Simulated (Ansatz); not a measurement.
An Ansatz (an electronic-structure program) input:

Ansatz 0.2 input:
```yaml
crystal:
  lattice:
    - [0.0, 2.0226330431, 2.0226330431]
    - [2.0226330431, 0.0, 2.0226330431]
    - [2.0226330431, 2.0226330431, 0.0]
  atoms:
    - { symbol: Al, position: [0.5, 0.5, 0.5] }
    - { symbol: N, position: [0.0, 0.0, 0.0] }
kpoints:
  mp_grid: { grid: [10, 10, 10] }
basis: { xc_grid: 2 }
hamiltonian:
  xc: pbesol
  pseudopotentials: { kind: paw }
scf:
  occupations: { method: fixed }
output:
  optics: { e_range: [0.0, 15.0], de: 0.05, sigma: 0.1, bands: { spectra_wanted_up_to: 12 eV } }
```

### Question
How many symmetry operations and irreducible k-points will the run report?

### Answer
48 operations, 47 of 1000 k-points.

### Question
With a cutoff of 420 eV, how many plane waves at Γ?

### Answer
331.

It took very roughly 12 core-seconds on shared server cores.

Space group Fm-3m (rock salt). This is a known high-pressure phase of the composition, computed here at zero pressure and temperature. The cell was relaxed with PBEsol under the symmetry of its start; its stability against distortions is not shown here.

Potentials: the later of the program's two PAW sets.

Ansatz is a plane-wave DFT program.
